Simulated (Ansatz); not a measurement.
This run works on a generated trial structure, not on a known crystal.

Input and command of a plane-wave DFT calculation in Ansatz:

```yaml
crystal:
  lattice:
    - [-1.91032165, 1.91032165, 6.13096116]
    - [1.91032165, -1.91032165, 6.13096116]
    - [1.91032165, 1.91032165, -6.13096116]
  atoms:
    - { symbol: Nd, position: [0.34759, 0.34759, 0.0] }
    - { symbol: Nd, position: [0.65241, 0.65241, 0.0] }
    - { symbol: Cd, position: [0.0, 0.0, 0.0] }
    - { symbol: C, position: [0.13816001, 0.13816001, 0.0] }
    - { symbol: C, position: [0.86183999, 0.86183999, 0.0] }
basis:
  ecutwfc: 660
kpoints:
  mp_grid: { grid: [6, 6, 6] }
hamiltonian:
  xc: pbe
  pseudopotentials:
    kind: paw
    azcp: { Nd: "pseudopotentials/pbe/nc/lanthanide_3plus/Nd.nc.azcp" }
scf:
  occupations: { method: gaussian, width: 0.2 }
  lower_state_search: "off"
output:
  forces: true
  stress: true
  eigenvalues: true
relax:
  adjacent_minimum: "off"
  f_tol: 0.08
  max_steps: 16
  cell: { stress_tol: 0.8 }
```

```bash
ansatz run input.yaml --threads 1 --pin off --max-ram 2816MiB --backend cpu --events-out ev --progress --plain --runs-dir out
```

Processor: Arm Neoverse V2, 1 thread, on a host shared with other jobs.

Question: Estimate time, memory and problem size.

Answer: About 67 s, peak memory 0.45 GiB. It solves 30 bands at 30 k points (after reduction by symmetry) with about 3805 plane waves (on the last cell), in 51 SCF iterations over 7 ionic steps.

With its 4f electrons in the core of a norm-conserving potential, the lanthanide is trivalent by construction, without f bands, f moments or other valences.
